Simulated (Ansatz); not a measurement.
CuI:
```yaml
crystal:
  lattice:
    - [4.25884, 0.00000, 0.00000]
    - [0.00000, 8.51776, 0.00000]
    - [-4.25880, 0.00000, 6.02255]
  atoms:
    - { symbol: Cu, position: [0.73154, 0.62504, 0.26818] }
    - { symbol: Cu, position: [0.73154, 0.37496, 0.76818] }
    - { symbol: Cu, position: [0.73201, 0.12499, 0.26828] }
    - { symbol: Cu, position: [0.73201, 0.87501, 0.76828] }
    - { symbol: I, position: [0.98161, 0.62498, 0.01820] }
    - { symbol: I, position: [0.98161, 0.37502, 0.51820] }
    - { symbol: I, position: [0.98194, 0.12501, 0.01825] }
    - { symbol: I, position: [0.98194, 0.87499, 0.51825] }
```

Relaxed with r²SCAN.

Question: Map the electron localisation function on the plane through (0.732, 0.625, 0.268) spanned by u = [1, 0, 0] and v = [1, 0, 1] in lattice vectors, from DFT-r²SCAN in the program Ansatz with PAW potentials.

Answer: x is the fraction of u, y of v (the angle between them is 90°; rows are the nearest grid lines); atoms in the plane: Cu at (0.00, 0.00), I at (0.50, 0.75).
```
|@@+:...-=+**+=-...:+@@|
|@#=:..:=*####*+:..:=#@|
|::...-*##****##*-...::|
|....:+##**++**##+:....|
|...:=##*+=--=+*##=:...|
|..:=##*+-.==.-+*##=:..|
| .:+##*+-.==.-+*##+:. |
|  :+##**=:..:=**##+:  |
|  :=*#**+=--=+**#*=:  |
|   :+*##******##*+:   |
|   .-+*########*+-.   |
|    .-+*######*+-.    |
|      ..:----:..      |
|        ......        |
|                      |
|                      |
|                      |
|                      |
|....              ....|
|.......        .......|
|.......        .......|
|:::.....      .....:::|
|@#=:....:----:....:=#@|
|@@+:...-=+**+=-...:+@@|
```
Scale: ten equal steps from 0.007 (start of ' ') to 0.930 (end of '@'), in the order ' .:-=+*#%@'; x runs from 0.000 to 1.00, y from 0.000 (bottom) to 1.00 (top).

The density is the valence pseudo-density with augmentation charge, so density and ELF within about 1 Å of a nucleus are not all-electron values.

Space group F-43m (zinc blende). The cell was relaxed with r²SCAN under the symmetry of its start. The run is not spin-polarised. Scalar-relativistic: spin–orbit coupling is off unless named, which matters more the heavier the elements.

Potentials: the later of the program's two PAW sets.
